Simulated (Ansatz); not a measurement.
A geometry of MoS2 away from equilibrium: step 2 of the relaxation of a relaxed MoS2 cell stretched uniformly to 115 % of its volume. Computed with PBE (plane waves to 420 eV, PAW, scalar-relativistic; Ansatz, an electronic-structure program). Γ-centred k-mesh 8×8×2 on the run's cell (coarser than for final values), Fermi–Dirac smearing 0.05 eV. The plane waves were selected for a different cell earlier on the path.

```
MoS2
1.0
    3.17465     0.00000     0.00000
   -1.58732     2.74933     0.00000
    0.00000     0.00000    15.18825
Mo S
2 4
Direct
  0.33333   0.66667   0.25000
  0.66667   0.33333   0.75000
  0.33333   0.66667   0.65070
  0.66667   0.33333   0.15070
  0.66667   0.33333   0.34930
  0.33333   0.66667   0.84930
```

Task: Give the Cartesian forces on all atoms (eV/Å).

Result: 
```
atom    Fx    Fy     Fz
----  ----  ----  -----
Mo1   0.00  0.00   0.00
Mo2   0.00  0.00   0.00
S3    0.00  0.00  -1.17
S4    0.00  0.00  -1.17
S5    0.00  0.00   1.17
S6    0.00  0.00   1.17
```

The path ends in P6₃/mmc (No. 194) (AFLOW prototype AB2_hP6_194_c_f (C7, as in MoS2)). No spin polarisation in the result. No dispersion correction is included, so spacings between layers, chains or molecules are soft and tend to come out too large.

The run could not lose the symmetry of its start.

Without dispersion the volume is uncertain too.
